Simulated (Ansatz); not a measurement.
TaRu:
```cif
data_RuTa
_chemical_formula_sum 'Ta1 Ru1'
_space_group_name_H-M_alt 'P 1'
_space_group_IT_number 1
_cell_length_a 3.11800
_cell_length_b 3.11800
_cell_length_c 3.11800
_cell_angle_alpha 90.000
_cell_angle_beta 90.000
_cell_angle_gamma 90.000
loop_
_space_group_symop_operation_xyz
  'x, y, z'
loop_
_atom_site_label
_atom_site_type_symbol
_atom_site_fract_x
_atom_site_fract_y
_atom_site_fract_z
_atom_site_occupancy
Ta1 Ta 0.50000 0.50000 0.50000 1
Ru1 Ru 0.00000 0.00000 0.00000 1
```

This is the LDA-relaxed structure.

### Question
All from LDA (plane waves, PAW; program Ansatz), unless another level is named. Give the highest zone-centre frequency.

### Answer
145 cm^-1.

### Question
Give the bulk modulus (Birch–Murnaghan fit).

### Answer
286 GPa.

Space group Pm-3m (CsCl type). The workflow started from a Materials Project entry (that database holds measured and hypothetical structures alike); the Crystallography Open Database files this formula in space group No. 221, but the cells were not matched. Whether it is the stable phase at ambient conditions was not checked. Symmetry was held in the LDA relaxation. At this level the phase is mechanically unstable. The run is not spin-polarised. As this level gives no gap, phonon frequencies hold no LO–TO term and depend on the k-mesh and smearing (Fermi–Dirac, 0.1 eV here). On the denser mesh and wider smearing of the elastic run this cell carries a stress of 0.4 GPa. Spin–orbit coupling is left out wherever it is not named.

Potentials: the later of the program's two PAW sets.
